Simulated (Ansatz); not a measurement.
AgW:
```cif
data_AgW
_chemical_formula_sum 'Ag1 W1'
_space_group_name_H-M_alt 'P 1'
_space_group_IT_number 1
_cell_length_a 2.66610
_cell_length_b 2.66610
_cell_length_c 4.55413
_cell_angle_alpha 90.000
_cell_angle_beta 90.000
_cell_angle_gamma 90.000
loop_
_space_group_symop_operation_xyz
  'x, y, z'
loop_
_atom_site_label
_atom_site_type_symbol
_atom_site_fract_x
_atom_site_fract_y
_atom_site_fract_z
_atom_site_occupancy
Ag1 Ag 0.00000 0.00000 0.00000 1
W1 W 0.50000 0.50000 0.50000 1
```

Relaxed with r²SCAN.

Tabulate the valence density and the electron localisation function along the shortest Ag–Ag contact (2.67 Å), the program Ansatz at the r²SCAN level (PAW).



| distance from Ag (Å) | density (e/Å³) | ELF |
|---|---|---|
| 0.27 | 17.27 | 0.73 |
| 0.40 | 12.11 | 0.60 |
| 0.53 | 7.47 | 0.52 |
| 0.67 | 4.06 | 0.46 |
| 0.80 | 1.97 | 0.39 |
| 0.93 | 0.93 | 0.30 |
| 1.07 | 0.51 | 0.21 |
| 1.20 | 0.36 | 0.17 |
| 1.33 | 0.31 | 0.16 |
| 1.47 | 0.36 | 0.17 |
| 1.60 | 0.51 | 0.21 |
| 1.73 | 0.93 | 0.30 |
| 1.87 | 1.97 | 0.39 |
| 2.00 | 4.06 | 0.46 |
| 2.13 | 7.47 | 0.52 |
| 2.27 | 12.11 | 0.60 |
| 2.40 | 17.27 | 0.73 |

The density is the valence pseudo-density with augmentation charge, so density and ELF within about 1 Å of a nucleus are not all-electron values.

Space group P4/mmm (L1₀ or tetragonal B2). The start of the workflow was typed in or built on a structure type; neither database checked (COD, Materials Project) lists it. Whether it is the stable phase at ambient conditions was not checked. The r²SCAN relaxation kept the symmetry of its start; its stability against distortions is not shown here. The run is not spin-polarised. Its formation energy is positive at this level, so the cell may be metastable or incomplete. Spin–orbit coupling is left out wherever it is not named.

Potentials: the earlier of the program's two PAW sets.
